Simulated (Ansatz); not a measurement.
# Property card for Tl

Tl:
```cif
data_Tl2
_chemical_formula_sum 'Tl2'
_space_group_name_H-M_alt 'Im-3m'
_space_group_IT_number 229
_space_group_name_Hall '-I 4 2 3'
_cell_length_a 3.92011
_cell_length_b 3.92011
_cell_length_c 3.92011
_cell_angle_alpha 90.000
_cell_angle_beta 90.000
_cell_angle_gamma 90.000
loop_
_atom_site_label
_atom_site_type_symbol
_atom_site_symmetry_multiplicity
_atom_site_Wyckoff_symbol
_atom_site_fract_x
_atom_site_fract_y
_atom_site_fract_z
_atom_site_occupancy
Tl1 Tl 2 a 0.00000 0.00000 0.00000 1
```
(The calculation used a cell of 1 atom; values per cell refer to that cell.)

Space group Im-3m (No. 229), bcc (W type); conventional cell a = b = c = 3.920 Å, α = β = γ = 90.00°.

Method: DFT-r²SCAN in the program Ansatz with PAW potentials. Structure relaxed to zero pressure with the same functional. Other levels are named where they apply.

**Cell and energy**

```yaml
volume_per_atom: 30.12 Å³
density: 11.27 g/cm³
```

**Electronic structure**

```yaml
electronic_character: metallic (no gap)
Density of states at the Fermi level: 0.44 states/eV per atom (mean over ±0.08 eV)
```

This is a known high-temperature phase of the composition, computed here at zero pressure and temperature. Symmetry was held in the r²SCAN relaxation; whether a distortion lowers the energy is not shown. Spin–orbit coupling is left out wherever it is not named.

Potentials: the later of the program's two PAW sets.
